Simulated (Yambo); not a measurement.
Absorption of a free-standing MoS2 monolayer (symmetry P-6m2, slab cell 16.1 Å high) with and without the electron-hole interaction (Yambo, LDA bands; 18×18×1 mesh, 6 valence and 4 conduction bands, static screening with 38 bands and a 3 Ry block, scissor 0.85 eV, Tamm-Dancoff, stochastic integration of W near q = 0; field along x).

```
E (eV)  Im α, BSE (Å)  Im α, independent quasiparticles (Å)
------  -------------  ------------------------------------
1.20             0.27                                  0.12
1.30             0.31                                  0.13
1.40             0.36                                  0.14
1.50             0.42                                  0.15
1.60             0.50                                  0.17
1.70             0.63                                  0.18
1.80             0.82                                  0.21
1.90             1.15                                  0.23
2.00             1.88                                  0.26
2.10             3.86                                  0.30
2.20             6.40                                  0.35
2.30             4.94                                  0.43
2.40             5.49                                  0.54
2.50             4.53                                  0.73
2.60             5.65                                  1.16
2.70             10.0                                  2.03
2.80             18.6                                  2.50
2.90             24.6                                  4.37
3.00             18.4                                  4.14
3.10             15.4                                  3.20
3.20             14.4                                  4.13
3.30             10.9                                  5.15
3.40             8.00                                  6.77
3.50             7.55                                  9.42
3.60             9.26                                  14.3
3.70             13.0                                  17.0
3.80             12.9                                  15.7
3.90             9.59                                  12.4
4.00             8.66                                  12.4
4.10             6.88                                  10.1
4.20             5.92                                  9.20
4.30             6.27                                  9.19
4.40             8.61                                  9.11
4.50             7.36                                  10.8
4.60             5.89                                  9.82
4.70             5.64                                  7.30
4.80             6.00                                  6.10
4.90             5.79                                  7.86
5.00             6.05                                  8.90
5.10             4.61                                  6.65
5.20             3.79                                  6.11
5.30             3.63                                  7.26
5.40             3.96                                  7.57
5.50             3.89                                  8.40
5.60             3.21                                  7.57
5.70             2.90                                  5.91
5.80             3.42                                  4.81
5.90             4.27                                  5.51
6.00             4.01                                  6.74
6.10             3.19                                  5.80
6.20             3.07                                  4.48
6.30             3.72                                  4.45
6.40             3.44                                  4.39
6.50             3.03                                  4.58
6.60             3.17                                  4.23
6.70             3.07                                  4.49
6.80             2.34                                  4.46
6.90             1.92                                  4.18
7.00             1.83                                  4.32
```

The scissor comes from a G0W0 run whose convergence isn't established. Broadening 0.1 eV. The band window holds all transitions up to 7.0 eV. Fine structure above the onset can come from the mesh.

Spin-orbit splittings are left out.

Geometry relaxed with LDA; primitive cell a = 3.1203 Å, b = 3.1203 Å, c = 16.1000 Å, α = 90.00°, β = 90.00°, γ = 120.00°.
